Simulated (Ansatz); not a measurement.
The start is a generated trial cell of NaF in the rocksalt structure type. A full variable-cell relaxation at zero pressure is run with r2SCAN (plane waves to 500 eV, PAW, scalar-relativistic; Ansatz, a quantum-chemistry and plane-wave program). The first steps use a coarse 8×8×8 k-mesh.

Initial structure:
```
CELL_PARAMETERS angstrom
      0.00000     2.35088     2.35088
      2.35088     0.00000     2.35088
      2.35088     2.35088     0.00000
ATOMIC_POSITIONS crystal
  F  0.00000 0.00000 0.00000
  Na 0.50000 0.50000 0.50000
```

**Question.** How large is the pressure on the unrelaxed cell, and of which sign?

**Answer.** -3.2 GPa (negative: the cell is under tension).

**Question.** How much energy is released per atom?

**Answer.** 9 meV/atom.

**Question.** How does the volume change?

**Answer.** -6.7 %, from 12.99 to 12.12 Å³/atom.

**Question.** How do the shortest distances between atoms change?

**Answer.** The closest pairs of elements (up to four, under 3.6 Å), start → end: F–Na 2.35 → 2.30 Å; Na–Na 3.32 → 3.25 Å; F–F 3.32 → 3.25 Å.

**Question.** What band gap does the relaxed structure have at this level?

**Answer.** 7.28 eV, direct at Γ (no spin-orbit coupling).

**Question.** Give the final cell and atomic positions.

**Answer.** 
Space group Fm-3m (No. 225); a = b = c = 4.595 Å, α = β = γ = 90.00°

```json
[
 {"atom": "F", "site": "4a", "symmetry": "m-3m", "x": "0.0000", "y": "0.0000", "z": "0.0000"},
 {"atom": "Na", "site": "4b", "symmetry": "m-3m", "x": "0.5000", "y": "0.5000", "z": "0.5000"}
]
```
(The calculation used a cell of 2 atoms; values per cell refer to that cell.)

The space group stays Fm-3m (No. 225) (the run could not lower it); the end is rock salt type, with 2 atoms in the primitive cell. Final values are on a 12×12×12 k-mesh of the relaxed cell. No spin polarisation in the result.

The run could not lose the symmetry of its start; a randomly shaken copy of 2 atoms returns to this structure.

All atoms sit on sites fixed by symmetry, so only the cell could relax.
